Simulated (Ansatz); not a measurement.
## Decision note: Metals for microwave surfaces, plasmonics and heat sinking

Surface loss at microwave frequencies, Drude damping in the near infrared and electronic heat conduction all follow from the resistivity and the plasma energy of a metal. fcc Ag serves as the reference. Frequency 30 GHz, photon energy 1.0 eV, T = 300 K, Lorenz number 2.44×10⁻⁸ WΩ/K². All rows are cubic metals, run without spin polarisation.

Where the numbers come from (Ansatz, a plane-wave PAW program): resistivity, plasma energy, N(E_F): PBEsol, Boltzmann equation with harmonic phonons, 300 K, mean over directions.

Not checked to be the ambient phase: Ca3GeN (anti-perovskite); La3InN (anti-perovskite); Ag3In (Cu3Au type). Spin–orbit coupling is left out unless named.

Working rules: R_s = √(πfμ₀ρ) = 6.283 mΩ × √(f ρ); ħγ = ħε₀ω_p²ρ = 0.1345 meV × (ħω_p)² ρ; quality = ω/γ; κ_e = L₀T/ρ = 732/ρ.

fcc Ag, the reference, has resistivity 1.6 μΩ·cm, plasma energy 9.2 eV, N(E_F) 0.26 states/eV/atom. That gives R_s = 6.283 × √(30 × 1.6) = 44 mΩ; ħγ = 0.1345 × 9.2² × 1.6 = 18.2 meV; Drude quality: 1000/18.2 = 55; κ_e = 732/1.6 = 460 W/(m·K).

Ag3In (Cu3Au type) has resistivity 5.4 μΩ·cm, plasma energy 8.2 eV, N(E_F) 0.29 states/eV/atom. That gives R_s = 6.283 × √(30 × 5.4) = 80 mΩ; ħγ = 0.1345 × 8.2² × 5.4 = 48.8 meV; Drude quality: 1000/48.8 = 20; κ_e = 732/5.4 = 140 W/(m·K).

Ca3GeN (anti-perovskite) has resistivity 68 μΩ·cm, plasma energy 2.9 eV, N(E_F) 0.95 states/eV/atom. By the same steps, surface resistance 280 mΩ, damping ħγ 76.9 meV, Drude quality 13, electronic κ 11 W/(m·K).

La3InN (anti-perovskite) has resistivity 33 μΩ·cm, plasma energy 3.6 eV, N(E_F) 0.53 states/eV/atom. By the same steps, surface resistance 200 mΩ, damping ħγ 57.5 meV, Drude quality 17, electronic κ 22 W/(m·K).

In order of Drude quality, highest first: fcc Ag (55 ± 10), Ag3In (Cu3Au type) (20 ± 3.8) ≈ La3InN (anti-perovskite) (17 ± 3.2) ≈ Ca3GeN (anti-perovskite) (13 ± 2.4). The ± follows from allowances picked for this note (resistivity 12 %, plasma energy 4 %, 12 % for the model), carried to first order and added in quadrature; ≈ joins neighbours closer than their two ± added in quadrature. At the edge of that rule, so that a last digit could turn the call: La3InN (anti-perovskite) and Ca3GeN (anti-perovskite). 0 of the 3 others clearly beat the reference on this figure.

Wanted are high Drude quality and high plasma energy; no other row betters these on both counts: fcc Ag (55, 9.2). The reference is on the front.

Decision: fcc Ag comes first by Drude quality, and fcc Ag is on the front as well. This holds for the figure and assumptions above, and the caveats below decide whether it survives in a device.

Only phonon scattering is included, so films lose more. Interband absorption, often the larger optical loss, is outside the Drude quality. Resistivities move by up to 12 % from half the mesh. The rows are a sample of cubic metals; oxides, V to Ni (no spin in these runs) and Tl, Pb, Bi were not drawn. Limits of the draw: cubic metals without O, V to Ni, Tl, Pb or Bi. As a rule kept out of such tables: 4f compounds, open-shell compounds run without a Hubbard term, cells found unstable in the tests at hand, cells close to a higher symmetry, and runs set to a pressure or over 12 % in volume from the crystal's fullest run.
